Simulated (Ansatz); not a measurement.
CsSnI3 built on the cubic perovskite prototype, relaxed with r2SCAN in Ansatz: the symmetry is Pm-3m (No. 221, cubic); a = 6.241 Å in the conventional setting, 48.63 Å³ an atom. Around Cs lie 12 I at 4.41 Å; around Sn lie 6 I at 3.12 Å; around I lie 2 Sn at 3.12 Å and 4 Cs at 4.41 Å. It was then strained (epitaxial in the xy plane), atoms relaxed again within the symmetry left. Unstrained, HSE06 gives 0.847 eV (R, 2×2×2 mesh), and the band edges keep their places in every row. The normal direction was relaxed to zero stress. Only one sign of strain is shown, since it lowers the symmetry, and equivalent edge states can then move with another slope on the other side. Stress is positive in compression. All values are calculated for a non-magnetic cell, which may be hypothetical.

Axes as in this cell:
```yaml
crystal:
  lattice:
    - [6.24149, 0.00000, 0.00000]
    - [0.00000, 6.24149, 0.00000]
    - [0.00000, 0.00000, 6.24149]
  atoms:
    - { symbol: Cs, position: [0.00000, 0.00000, 0.00000] }
    - { symbol: Sn, position: [0.50000, 0.50000, 0.50000] }
    - { symbol: I, position: [0.50000, 0.50000, 0.00000] }
    - { symbol: I, position: [0.50000, 0.00000, 0.50000] }
    - { symbol: I, position: [0.00000, 0.50000, 0.50000] }
```

```csv
strain (%),ε,"ΔE_g, HSE06 (eV)","Δσ_xx, r2SCAN (GPa)","Δ(mean ε∞, r2SCAN)"
+1.0,+0.0100,+0.049,-0.43,-0.36
+2.0,+0.0200,+0.090,-0.81,-0.65
+4.0,+0.0400,+0.160,-1.42,-1.11
```

**Question.** Fit ΔE_g = a x + b x² to these rows by least squares, with x = ε.

**Answer.** The normal equations take Σx² = 2.100e-03, Σx³ = 7.300e-05, Σx⁴ = 2.730e-06, ΣxΔE = 8.690e-03 and Σx²ΔE = 2.969e-04, and give a = +5.07 eV, b = -26.9 eV; the largest residual is 0.001 eV.

**Question.** Fit the change of σ_xx in the same way.

**Answer.** Δσ_xx = -45.5 x + (250) x² GPa. The slope, 46 GPa, is the biaxial modulus of the film.

**Question.** Predict the withheld row at +3.0 % (x = +0.0300).

**Answer.** ΔE_g ≈ +5.07 × (+0.0300) + (-26.9) × (+0.0300)² = +0.128 eV, and Δσ_xx ≈ -1.14 GPa. The runs give +0.128 eV and -1.13 GPa, off by 0.000 eV and +0.01 GPa.

**Question.** Fit the last column too (unstrained value 7.95), and predict it for the withheld row.

**Answer.** Δ = -37.81 x + (252.0) x², which gives -0.91 at x = +0.0300; the run gives -0.90.

No spin-orbit coupling is included; it can move band edges with weight on the heavy atoms by tenths of an eV.

For a response run the program warns that the ground state's bands aren't all converged, so ε∞ carries an extra error.
